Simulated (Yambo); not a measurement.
Quantum ESPRESSO input (PBEsol, PseudoDojo standard norm-conserving files, scalar-relativistic) whose wavefunctions are converted with p2y:

```
&CONTROL
  calculation = 'nscf'
  pseudo_dir = './pseudo'
  outdir = './out'
/
&SYSTEM
  ibrav = 0
  nat = 4
  ntyp = 1
  ecutwfc = 36.0
  ecutrho = 144.0
  occupations = 'fixed'
  force_symmorphic = .true.
  nbnd = 177
/
&ELECTRONS
  conv_thr = 4e-09
  diago_full_acc = .true.
  diago_thr_init = 1e-08
/
ATOMIC_SPECIES
Si 28.0850 Si.upf
CELL_PARAMETERS angstrom
  3.825874375368   0.000000000000   0.000000000000
 -1.912937187684   3.313304400757   0.000000000000
  0.000000000000   0.000000000000   6.315196098000
ATOMIC_POSITIONS crystal
Si   0.333333333000   0.666666667000   0.062846253200
Si   0.666666666333   0.333333333667   0.937153746800
Si   0.666666666333   0.333333333667   0.562846253200
Si   0.333333333000   0.666666667000   0.437153746800
K_POINTS automatic
3 3 2 0 0 0
```

Yambo's initialisation report on symmetry, reciprocal space, the k grid and the gaps on this mesh:

```
  [02.02] Symmetries
  ==================

  Inversion symmetry    : yes
  Spatial inversion     : yes
  Inversion index       :   7
  K-space Time-reversal : no
  Magnetic symmetries   : no
  Group table correct   : yes
  Symmetries units      :  [cc]

  [02.03] Reciprocal space
  ========================

  nG shells         :   820
  nG charge         :  15795
  nG WFs            :  2657
  nC WFs            :  1980
  G-vecs. in first 80 shells:  [ Number ]
     1    3    9   11   23   35   37   43   55
    67   73   85   97   99  111  123  135  147
   149  161  185  197  209  233  245  251  263
    287   299   301   313   325   337   361   373   379
    391   403   415   427   451   463   465   489   501
    525   537   549   573   585   591   603   615   627
    651   663   687   699   701   713   725   737   749
    761   785   809   833   845   869   881   893   917
    941   953   965   989   991  1003  1015  1039
  ...
  Shell energy in first 80 shells:  [ mHa ]
    0.00000      138.598      503.511      554.394      642.110      1057.91      1247.39      1510.53      1649.13
    1750.90      2014.05      2064.93      2152.64      2217.57      2568.44      2721.09      2757.92      3261.43
    3464.96      3524.58      3663.18      3728.11      3968.47      4078.97      4231.62      4531.60      4670.20
    4771.97      4975.50      4989.54      5086.00      5479.01      5493.06      5742.15      5778.99      6042.14
    6180.74      6500.08      6545.65      6596.53      6684.25      6749.18      6791.32      6989.54      7003.59
    7100.04      7289.52      7294.83      7793.03      7996.56      8056.18      8194.78      8259.71      8301.86
    8514.12      8610.58      8763.22      8805.37      8870.30      9303.57      9373.81      9507.10      9521.15
    9566.72      9705.32      10010.6      10121.1      10273.8      10315.9      10380.8      10573.7      10712.3
    10814.1      10884.3      11031.7      11128.1      11226.5      11322.9      11521.1      11535.2
  ...

  [02.04] K-grid lattice
  ======================

  Compatible Grid is   : 3D
  Base K vectors       :  K_min[ 1 ]  K_min[ 2 ]  K_min[ 3 ]
  K_min[ 1 ] :  0.000000  0.000000 -0.500000 [rlu]
  K_min[ 2 ] : -0.333333  0.333333  0.000000 [rlu]
  K_min[ 3 ] :  0.33333      0.39330E-13   0.0000     [rlu]
  Grid dimensions      :  2  3  3
  K lattice UC volume  :  0.025509 [a.u.]

  IBZ K-points                                      :   6
  BZ  K-points                                      :  18

  K/Q-points units:
  rlu = crystal or reduced units; cc = cartesian coordinates; iku = interal k-units

  K [1]          [rlu]:  0.000000  0.000000  0.000000
         WF components:  1967
  K [2]          [rlu]:  0.000000  0.000000 -0.500000
         WF components:  1918
  K [3]          [rlu]:  0.000000  0.333333  0.000000
         WF components:  1976
  K [4]          [rlu]:  0.000000  0.333333 -0.500000
         WF components:  1980
  K [5]          [rlu]:  0.333333  0.333333  0.000000
         WF components:  1977
  K [6]          [rlu]:  0.333333  0.333333 -0.500000
         WF components:  1950

  [02.05] Energies & Occupations
  ==============================

  [X] === General ===
  [X] Electronic Temperature                        :  0.000000  0.000000 [eV K]
  [X] Bosonic    Temperature                        :  0.000000  0.000000 [eV K]
  [X] Finite Temperature mode                       : no
  [X] El. density                                   :  0.19987E+24 [cm-3]
  [X] Fermi Level                                   :  6.438282 [eV]

  [X] === Gaps and Widths ===
  [X] Conduction Band Min                           :  0.616794 [eV]
  [X] Valence Band Max                              :  0.000000 [eV]
  [X] Filled Bands                                  :   8
  [X] Empty Bands                                   :    9  177
  [X] Direct Gap                                    :  0.946924 [eV]
  [X] Direct Gap localized at k                     :  1
  [X] Indirect Gap                                  :  0.616794 [eV]
  [X] Indirect Gap between kpts                     :  1  3
  [X] Last valence band width                       :  3.384756 [eV]
  [X] 1st conduction band width                     :  1.117048 [eV]
```
The gaps are PBEsol values on this mesh alone; only operations without fractional translations are kept.

Geometry relaxed with PBEsol.
